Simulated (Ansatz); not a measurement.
AlAu₄ in space group P2_13 (No. 198; Al on 4a, Au on 4a, Au on 12b), plane-wave PAW r²SCAN (Ansatz code), all energies at zero smearing, with the estimated change up to a 700 eV cutoff added, with one set of potentials and settings (totals compare only within such a set). Cell of 20 atoms (4 Al, 16 Au): -212782.042 eV.

| element | reference phase | E (eV/atom) |
|---|---|---|
| Al | Fm-3m, 1 atoms in the cell | -540.4083 |
| Au | Fm-3m, 1 atoms in the cell | -13163.5078 |

Formation energy per atom, worked out: (-212782.042 − 4×(-540.4083) − 16×(-13163.5078))/20 = -0.214 eV/atom (-21 kJ per mol of atoms), at 0 K, without zero-point energy or fitted corrections.

The workflow started from a Materials Project entry (that database holds measured and hypothetical structures alike); the Crystallography Open Database files this formula in space group No. 198, but the cells were not matched. Its standing as an ambient phase is unchecked. The cell was relaxed with r²SCAN under the symmetry of its start; its stability against distortions is not shown here. The references are the lowest solids computed at this level, not always the standard phases. Scalar-relativistic: spin–orbit coupling is off unless named, which matters more the heavier the elements.

Potentials: the later of the program's two PAW sets.
